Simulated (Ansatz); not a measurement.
# Fields on a plane of PtSe2 (CdI2 type)

```xyz
3
Lattice="3.7391 0.0000 0.0000 -1.8696 3.2382 0.0000 0.0000 0.0000 4.6295" Properties=species:S:1:pos:R:3 pbc="T T T"
Pt     0.0000     0.0000     0.0000
Se     1.8696     1.0794     1.2600
Se     0.0000     2.1588     3.3695
```

The slice is a (0001) plane (indices of the conventional cell) through the point (0.000, 0.000, 0.000) (fractional), spanned by u = [110] and v = [1 -1 0] in vectors of this cell: u (3.74 Å) and v (6.48 Å, at 90° to u). It covers one period; positions are fractions (u, v).

Atoms on it: Pt at (0.00, 0.00); Pt at (0.50, 0.50).

Computed with PBEsol-D3(BJ) (plane waves to 420 eV, PAW, scalar-relativistic; Ansatz, an electronic-structure program). k mesh 14×14×10. Near the nuclei the fields are pseudised (PAW); where an atom keeps semicore shells as valence, they peak there. PtSe2 is run without spin polarisation. PtSe2 was relaxed with its symmetry unable to fall. Spin-orbit coupling is left out, though Pt is heavy.

```
|998753100000135789|
|988642100000124688|
|776532100000123567|
|554321100000112345|
|332210000000001223|
|211100000000000111|
|110000000000000001|
|000000000000000000|
|000000001110000000|
|000000111211100000|
|000001223332210000|
|000112345554321100|
|000123567776532100|
|000124688988642100|
|000135789998753100|
|000135799999753100|
|000135789998753100|
|000124688988642100|
|000123567776532100|
|000112345554321100|
|000001223332210000|
|000000111211100000|
|000000001110000000|
|000000000000000000|
|110000000000000001|
|211100000000000111|
|332210000000001223|
|554321100000112345|
|776532100000123567|
|988642100000124688|
|998753100000135789|
|999753100000135799|
```
Scale: ten equal steps from -0.76 (start of '0') to 1.08 (end of '9'), in the order '0123456789'. Values: log₁₀ of the valence density in e/Å³. The map has 18 points along u (one character each, u = 0 at the left) and 32 along v (v = 0 in the bottom row). The scale is logarithmic, as a density can span decades between atoms and voids.

```
|xxxxxx99663322110000001122336699xxxx|
|xxxx997744222222111111222222447799xx|
|999988553322333322222233332233558899|
|666655332222333333333333332222335566|
|333322222222333344444433332222222233|
|222222111111223333443333221111112222|
|333322110000112233333322110000112233|
|333322000000002233333322000000002233|
|333322110000112233333322110000112233|
|443333221111112222222222111111223333|
|444433332222222233333322222222333344|
|333333332222335566666655332222333333|
|222233332233558899999988553322333322|
|1111222222447799xxxxxx99774422222211|
|00001122336699xxxxxxxxxx996633221100|
|00001122336699xxxxxxxxxx996633221100|
|00001122336699xxxxxxxxxx996633221100|
|1111222222447799xxxxxx99774422222211|
|222233332233558899999988553322333322|
|333333332222335566666655332222333333|
|444433332222222233333322222222333344|
|443333221111112222222222111111223333|
|333322110000112233333322110000112233|
|333322000000002233333322000000002233|
|333322110000112233333322110000112233|
|222222111111223333443333221111112222|
|333322222222333344444433332222222233|
|666655332222333333333333332222335566|
|999988553322333322222233332233558899|
|xxxx997744222222111111222222447799xx|
|xxxxxx99663322110000001122336699xxxx|
|xxxxxx99663322110000001122336699xxxx|
```
Scale: ten equal steps from 0.15 (start of '0') to 0.64 (end of '9'), in the order '0123456789'. Values: electron localisation function (ELF). The map has 18 points along u (two characters each, u = 0 at the left) and 32 along v (v = 0 in the bottom row). Points within 0.5 Å of a nucleus are blanked (x), as the pseudised field means little there.
